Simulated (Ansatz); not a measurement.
Crystals of one structure type (zinc blende) and one family of elements, relaxed and computed with LDA in the plane-wave PAW code Ansatz.

```tsv
crystal	V (Å³/atom)	K_Hill (GPa)
BP	11.32	176
BAs	13.25	147
GaP	19.59	?
GaAs	21.98	74.4
AlAs	22.30	75.6
InP	24.73	71.3
```

Question: Fit a straight line to ln K against ln V and predict the withheld value.

Answer: Least squares on the 5 shown rows: ln K = -1.22 × ln V + (8.129), with a scatter of 3 %. For GaP this gives 90.0. The run itself gave 90.1, within the scatter.

All cells were relaxed under the symmetry of their starts (and spin orders); stability against distortions was not tested throughout. Spin–orbit coupling is left out wherever it is not named.

Potentials: the later of the program's two PAW sets.
